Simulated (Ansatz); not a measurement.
Relaxed-ion elastic tensor of TiAl in space group P-6m2 (No. 187; Ti on 1a, Al on 1d) in GPa (Voigt order), LDA (plane waves, PAW; program Ansatz); density 3.95 g/cm³, 15.72 Å³ per atom.

```
 141   119  72.1   0.0   0.0   0.0
 119   141  72.1   0.0   0.0   0.0
72.1  72.1   252   0.0   0.0   0.0
 0.0   0.0   0.0  74.1   0.0   0.0
 0.0   0.0   0.0   0.0  74.1   0.0
 0.0   0.0   0.0   0.0   0.0  11.1
```

Question: Is the crystal mechanically stable?

Answer: Yes: the smallest eigenvalue of C is 11.1 GPa.

Question: Work out the Voigt, Reuss and Hill averages.

Answer: K_V = 118, K_R = 116, K_H = 117; G_V = 49.9, G_R = 22.7, G_H = 36.3 GPa.

Question: Give Young's modulus, Poisson's ratio, Pugh's ratio and the universal anisotropy index.

Answer: E = 9KG/(3K + G) = 98.7 GPa; ν = 0.36; K/G = 3.22 (ductile by the Pugh limit of 1.75); A_U = 5G_V/G_R + K_V/K_R − 6 = 6.02.

Question: Estimate the sound speeds and the Debye temperature.

Answer: v_l = √((K + 4G/3)/ρ) = 6470 m/s, v_t = √(G/ρ) = 3030 m/s, mean 3410 m/s; Θ = (h/k)(3n/4πV)^(1/3) v_m = 405 K.

Question: Solve the Christoffel equation for the three sound speeds along x, y, z.

Answer: Eigenvalues of C_ijkl n_j n_l equal ρv². In km/s, slowest first: x 1.67, 4.33, 5.98; y 1.67, 4.33, 5.98; z 4.33, 4.33, 7.98.

Question: How much does each axis shrink under pressure?

Answer: Linear compressibilities β_i = Σ_j S_ij (j = 1 to 3): x 3.3, y 3.3, z 2.1 per TPa.

The first step of the workflow began from a Materials Project structure, measured or hypothetical; the Crystallography Open Database copy checked does not list it. With Ti and Al taken as one species the cell has the higher symmetry P6_3/mmc, so it may be an ordered model of a mixed-site phase. It is not the phase usual at ambient conditions (space group No. 123). The LDA relaxation kept the symmetry of its start; whether a distortion lowers the energy is not shown. The run is not spin-polarised. As this level gives no gap, shear constants depend on the k-mesh and smearing (Fermi–Dirac, 0.1 eV here). On the denser mesh and wider smearing of the elastic run this cell carries a stress of 0.4 GPa.

Potentials: the earlier of the program's two PAW sets. The files were generated under PBE; for other functionals the program regenerates the frozen cores, and for LDA and PBEsol the local potential too.
